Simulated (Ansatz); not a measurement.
**What DFT gives for Hf₆V₂Fe**

```xyz
9
Lattice="8.0934 0.0000 0.0000 -4.0467 7.0091 0.0000 0.0000 0.0000 3.4336" Properties=species:S:1:pos:R:3 pbc="T T T"
Hf    2.0484    0.0000    1.7168
Hf    3.0225    5.2351    1.7168
Hf   -1.0242    1.7740    1.7168
V    -0.0004    4.6730    1.7168
V     4.0471    2.3361    1.7168
Fe    0.0000    0.0000    0.0000
Hf    4.8844    0.0000    0.0000
Hf    1.6045    2.7791    0.0000
Hf   -2.4422    4.2300    0.0000
```

Level: r2SCAN, no spin polarisation; 500 eV; 5×5×10 Γ-centred mesh; fermi-dirac occupations (width 0.1 eV); Ansatz 0.2.0, fixed geometry.

(1) Describe some of the short contacts.

(2) What does the stress say?

(3) How is the charge shared?

(4) Metal or insulator?

(5) Is it stable against the elements?

Origin: a known structure type with other elements, at an estimated volume, so it need not be a known compound. Caveats: no spin polarisation, so a magnetic state may lie lower.

## Answers

(1) Hf–Fe at 2.67 Å: least valence density 0.31 e/Å³ and ELF 0.25 there. V–Hf at 3.02 Å: least valence density 0.19 e/Å³ and ELF 0.26 there. Hf–Hf at 3.30 Å: least valence density 0.16 e/Å³ and ELF 0.26 there. These are pseudo-fields; inside the PAW spheres they differ from the all-electron ones.

(2) The pressure is -13.9 GPa (compression positive), so with the atoms held at these fractions the cell would first shrink. The principal stresses -15.9, -12.9, -12.9 GPa differ, so its shape would change too.

(3) Bader charges in e: Hf +0.66 to +0.87, V -1.17, Fe -2.24. In the mean Hf gives up most and Fe takes most.

(4) It is a metal, with about 13 states/eV a cell as the mean within 0.25 eV of the Fermi level, mostly Hf d (45 %) and V d (36 %).

(5) 0.24 eV an atom against the elements' usual phases (free molecules for gases, crystals otherwise, with no correction for O₂ or N₂), so at this geometry it isn't bound against them. Relaxing would lower it.
